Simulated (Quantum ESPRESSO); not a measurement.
pw.x input (Quantum ESPRESSO 7.5; PBEsol, PseudoDojo standard norm-conserving files, scalar-relativistic):

```
&CONTROL
  calculation = 'scf'
  pseudo_dir = './pseudo'
  outdir = './out'
  tprnfor = .true.
  tstress = .true.
/
&SYSTEM
  ibrav = 0
  nat = 2
  ntyp = 2
  ecutwfc = 58.0
  ecutrho = 232.0
  occupations = 'smearing'
  smearing = 'fd'
  degauss = 0.002
  nbnd = 12
/
&ELECTRONS
  conv_thr = 2e-10
/
ATOMIC_SPECIES
Cl 35.4500 Cl.upf
Rb 85.4678 Rb.upf
CELL_PARAMETERS angstrom
  0.000000000000   3.270431712000   3.270431712000
  3.270431712000   0.000000000000   3.270431712000
  3.270431712000   3.270431712000   0.000000000000
ATOMIC_POSITIONS crystal
Cl   0.500000000000   0.500000000000   0.500000000000
Rb   0.000000000000   0.000000000000   0.000000000000
K_POINTS automatic
8 8 8 0 0 0
```

End of the output:

```
     total energy              =     -87.09081062 Ry
     estimated scf accuracy    <       0.00000075 Ry
     total energy              =     -87.09081108 Ry
     estimated scf accuracy    <       0.00000012 Ry
     total energy              =     -87.09081111 Ry
     estimated scf accuracy    <          9.7E-10 Ry
[...]
     the Fermi energy is     3.0546 ev
!    total energy              =     -87.09081111 Ry
     estimated scf accuracy    <          6.4E-11 Ry
     smearing contrib. (-TS)   =       0.00000000 Ry
     internal energy E=F+TS    =     -87.09081111 Ry
     The total energy is F=E-TS. E is the sum of the following terms:
     one-electron contribution =     -20.34895287 Ry
     hartree contribution      =      15.56349169 Ry
     xc contribution           =     -22.97587749 Ry
     ewald contribution        =     -59.32947245 Ry
     convergence has been achieved in   8 iterations
     Forces acting on atoms (cartesian axes, Ry/au):
     atom    1 type  1   force =     0.00000000    0.00000000   -0.00000000
     atom    2 type  2   force =     0.00000000    0.00000000    0.00000000
     Total force =     0.000000     Total SCF correction =     0.000000
     Computing stress (Cartesian axis) and pressure
          total   stress  (Ry/bohr**3)                   (kbar)     P=        0.06
   0.00000041   0.00000000   0.00000000            0.06        0.00        0.00
   0.00000000   0.00000041  -0.00000000            0.00        0.06       -0.00
   0.00000000  -0.00000000   0.00000041            0.00       -0.00        0.06
```
In a gapped system the printed Fermi energy is only some level inside the gap.

Geometry relaxed with PBEsol.
